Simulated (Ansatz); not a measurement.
The relaxed structure here is a generated cell of TiC: the first start was made by placing the elements on the sites of a structure type, and the end was not matched to a known phase here, so it may be hypothetical. Known forms of TiC include space group No. 225.

One starting cell of TiC (a generated trial cell of TiC in the CrB structure type) was relaxed twice with Ansatz (plane waves, PAW, scalar-relativistic): with r2SCAN at 500 eV and with PBE at 420 eV. The r2SCAN result:

```
TiC
1.0
    1.48014    -4.70348     0.00000
    1.48014     4.70348     0.00000
    0.00000     0.00000     3.07736
C Ti
2 2
Cartesian
  1.48014  -1.26752   2.30802
  1.48014   1.26752   0.76934
  1.48014  -3.40406   2.30802
  1.48014   3.40406   0.76934
```

```json
[
 {"quantity": "space group", "r2SCAN": "Cmcm", "PBE": "Cmcm"},
 {"quantity": "volume (Å³/atom)", "r2SCAN": "10.71", "PBE": "10.56"},
 {"quantity": "a (Å)", "r2SCAN": "2.960", "PBE": "2.962"},
 {"quantity": "b (Å)", "r2SCAN": "9.407", "PBE": "9.199"},
 {"quantity": "c (Å)", "r2SCAN": "3.077", "PBE": "3.100"},
 {"quantity": "gap (eV, no spin-orbit coupling)", "r2SCAN": "0.00", "PBE": "0.00"}
]
```

Both levels end in the same structure; PBE's volume is 1.4 % smaller. Neither column is exact.

No spin polarisation in the result.

The run could not lose the symmetry of its start, so the end can be a saddle point.

Ansatz is a quantum-chemistry and plane-wave program.
